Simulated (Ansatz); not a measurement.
## Phonon spectrum of GaSbAs2

These are results of DFT PBEsol, scalar-relativistic, plane waves, PAW (Ansatz), not measurements. Settings: 420 eV plane-wave cutoff, Γ-centred 12×12×6 mesh, Fermi-Dirac smearing of 0.15 eV. No spin polarisation. Phonons by linear response, acoustic sum rule imposed.

Relaxed structure:
```yaml
crystal:
  lattice:
    - [4.06927, 0.00000, 0.00000]
    - [0.00000, 4.06927, 0.00000]
    - [0.00000, 0.00000, 6.59556]
  atoms:
    - { symbol: Ga, position: [0.50000, 0.50000, 0.00000] }
    - { symbol: Sb, position: [0.00000, 0.00000, 0.50000] }
    - { symbol: As, position: [0.50000, 0.00000, 0.78714] }
    - { symbol: As, position: [0.00000, 0.50000, 0.21286] }
```

The cell was built by swapping an element in a database structure (itself possibly hypothetical) and relaxing; it need not be the stable form of this composition. In a metal, frequencies and elastic constants depend on the k mesh and the smearing, soft modes and shear constants most. Some empty bands missed the eigensolver's threshold. Spin–orbit coupling is left out, which matters for heavy elements.

Force constants from linear response on a 4×4×2 q mesh.

**Question.** Is the structure dynamically stable on this mesh?

**Answer.** No: at q = (0.000, 0.000, -0.500) a mode is imaginary, 56i cm⁻¹.

**Question.** Give the frequencies (cm⁻¹; i marks imaginary ones) at the irreducible q points, in fractions of the reciprocal vectors.

**Answer.**
```
                   q star frequencies
   0.000 0.000 0.000     1        0 0 0 29 29 125 161 161 180 211 222 222
  0.000 0.000 -0.500     1    56i 56i 30 30 87 99 157 157 171 213 227 227
   0.000 0.250 0.000     4    45i ≈0 29 36 71 123 139 159 177 201 220 225
  0.000 0.250 -0.500     4    35i 6i 27 41 82 111 136 160 168 203 226 226
  0.000 -0.500 0.000     2  52i 25i 25 25 103 115 147 158 173 192 212 231
 0.000 -0.500 -0.500     2    12 15 18 28 116 119 134 152 164 198 222 227
   0.250 0.250 0.000     4    46i 20 45 51 85 120 136 142 171 190 212 228
  0.250 0.250 -0.500     4    24i 27 47 50 94 108 126 145 163 195 223 224
  0.250 -0.500 0.000     4   28i 8i 30 55 119 119 123 150 168 190 201 228
 0.250 -0.500 -0.500     4   15i 9i 43 61 113 121 127 147 153 195 214 226
 -0.500 -0.500 0.000     1    20 27 27 53 113 131 142 142 176 186 186 226
-0.500 -0.500 -0.500     1   16i 28 28 50 124 131 133 133 179 188 188 230
```